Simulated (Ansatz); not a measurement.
Recipe of this trial structure of ZnCd3SO: random cell by space group and Wyckoff sites (P4/mmm, No. 123). Lengths were set from tabulated atomic sizes, so they are only a guess.

```xyz
6
Lattice="5.2482 0.0000 0.0000 0.0000 5.2482 0.0000 0.0000 0.0000 5.2792" Properties=species:S:1:pos:R:3 pbc="T T T"
Zn    0.0000    0.0000    2.6396
Cd    0.0000    2.6241    2.6396
Cd    2.6241    0.0000    2.6396
Cd    0.0000    0.0000    0.0000
S     2.6241    2.6241    2.6396
O     2.6241    2.6241    0.0000
```

The calculation used DFT PBE, scalar-relativistic, plane waves, PAW in Ansatz 0.2.0. Cutoff 420 eV, Gaussian smearing, Γ-centred meshes. Cell and atoms relax first on a coarse mesh and then on a finer one. In between, the cell is made exact in the group found at 0.06 Å. In metals the finer mesh still leaves noise of several meV/atom or more. The steps can't lower the symmetry of their start. No spin polarisation in the relaxation; trial moments died out in a coarse test.

A guess keeps its type if space group and coordination stay and the shape of the cell changes little (axis ratios within about 15 %, angles within 6°); the volume may change.

Question: Does this structure survive the relaxation?

Answer: It keeps its type. The symmetry stays P4/mmm (No. 123). The volume per atom shrinks by 4.9 %, from 24.2 to 23.0 Å³. The shortest distance goes from 2.62 Å (Cd–S and Zn–Cd) to 2.40 Å (S–O and Zn–Cd). The ratio c/a of the conventional cell changes by a factor of 0.89. Counting neighbours within 15 % of an atom's shortest distance, the start has Cd 2/4, O 2, S 6, Zn 6 and the end Cd 2/4, O 2, S 6, Zn 6.

The last run used an 8×8×8 mesh for its 6-atom cell and Gaussian smearing of 0.10 eV. A structure relaxed within its symmetry needn't be a true minimum. Another cell of ZnCd3SO relaxed alike, in P4/mmm, lies 0.36 eV/atom lower, so this cell isn't the stable form at this level.

In counts of neighbours, a slash parts the counts of unlike sites.
